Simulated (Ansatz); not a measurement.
Task: AlIr (rock salt, Fm-3m) is relaxed with plane-wave PAW PBE (Ansatz code). What lattice parameters of the conventional cell result?

Result: a = 5.049 Å.

The start of the workflow was typed in or built on a structure type; neither database checked (COD, Materials Project) lists it. Its standing as an ambient phase is unchecked. Symmetry was held in the PBE relaxation; its stability against distortions is not shown here. The run is not spin-polarised. Scalar-relativistic: spin–orbit coupling is off unless named, which matters more the heavier the elements.

Potentials: the earlier of the program's two PAW sets.
